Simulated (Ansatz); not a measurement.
Na2Te (anti-fluorite)

```
Na2Te
1.0
    0.00000     3.63932     3.63932
    3.63932     0.00000     3.63932
    3.63932     3.63932     0.00000
Na Te
2 1
Cartesian
  1.81966   1.81966   1.81966
  5.45899   5.45899   5.45899
  0.00000   0.00000   0.00000
```

The slice is a {111} plane (indices of the conventional cell) through the point (0.000, 0.000, 0.000) (fractional), spanned by u = [100] and v = [-1 2 0] in vectors of this cell: u (5.15 Å) and v (8.91 Å, at 90° to u). It covers one period; positions are fractions (u, v).

Computed with r2SCAN (plane waves to 500 eV, PAW, scalar-relativistic; Ansatz, a first-principles code). k mesh 8×8×8. These are valence fields of a PAW run, semicore shells included where kept as valence: close to a nucleus they are smooth pseudo fields. Na2Te was relaxed with its symmetry unable to fall. Spin-orbit coupling is left out, though Te is heavy.

Sketch the valence electron density on this plane as a map.


```
|@@#+=-:.   .:-=+#@|
|%#+=-:.     .:-=+#|
|++==-:.     .:-==+|
|==--:..     ..:--=|
|--::..  ...  ..::-|
|::...    .    ...:|
|...             ..|
|                  |
|       .....      |
|.    ...:::...    |
|..  ..::---::..  .|
|   ..:--===--:..  |
|   .:-==+++==-:.  |
|   .:-=+#%#+=-:.  |
|  .:-=+#@@@#+=-:. |
|  .:-=+#@@@#+=-:. |
|  .:-=+#@@@#+=-:. |
|   .:-=+#%#+=-:.  |
|   .:-==+++==-:.  |
|   ..:--===--:..  |
|..  ..::---::..  .|
|.    ...:::...    |
|       .....      |
|                  |
|...             ..|
|::...    .    ...:|
|--::..  ...  ..::-|
|==--:..     ..:--=|
|++==-:.     .:-==+|
|%#+=-:.     .:-=+#|
|@@#+=-:.   .:-=+#@|
|@@#+=-:.   .:-=+#@|
```
Scale: ten equal steps from -1.59 (start of ' ') to 1.25 (end of '@'), in the order ' .:-=+*#%@'. Values: log₁₀ of the valence density in e/Å³. The map has 18 points along u (one character each, u = 0 at the left) and 32 along v (v = 0 in the bottom row). The scale is logarithmic, as a density can span decades between atoms and voids.
